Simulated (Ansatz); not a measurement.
ZnSO$_{4}$ in space group F-43m (No. 216; Zn on 4c, S on 4a, O on 16e), PBE (plane waves, PAW; program Ansatz), all energies at zero smearing, with the estimated change up to a 700 eV cutoff added, with one set of potentials and settings (totals compare only within such a set). Cell of 6 atoms (1 Zn, 1 S, 4 O): -6488.987 eV.

```json
[
 {"element": "Zn", "reference phase": "C2/m, 3 atoms in the cell", "E (eV/atom)": "-3319.0295"},
 {"element": "S", "reference phase": "Fddd, 32 atoms in the cell", "E (eV/atom)": "-902.0599"},
 {"element": "O", "reference phase": "C2/m, 4 atoms in the cell, spin-polarised", "E (eV/atom)": "-565.0000"}
]
```

Formation energy per atom, worked out: (-6488.987 − 1×(-3319.0295) − 1×(-902.0599) − 4×(-565.0000))/6 = -1.316 eV/atom (-127 kJ per mol of atoms), at 0 K, without zero-point energy or fitted corrections.

The first step of the workflow began from a Materials Project structure, measured or hypothetical; the Crystallography Open Database files this formula in space group No. 216, but the cells were not matched. Its standing as an ambient phase is unchecked. The cell was relaxed with PBE under the symmetry of its start; whether a distortion lowers the energy is not shown. The references are the lowest solids computed at this level, not always the standard phases (solids in place of the gases).

Potentials: the later of the program's two PAW sets.
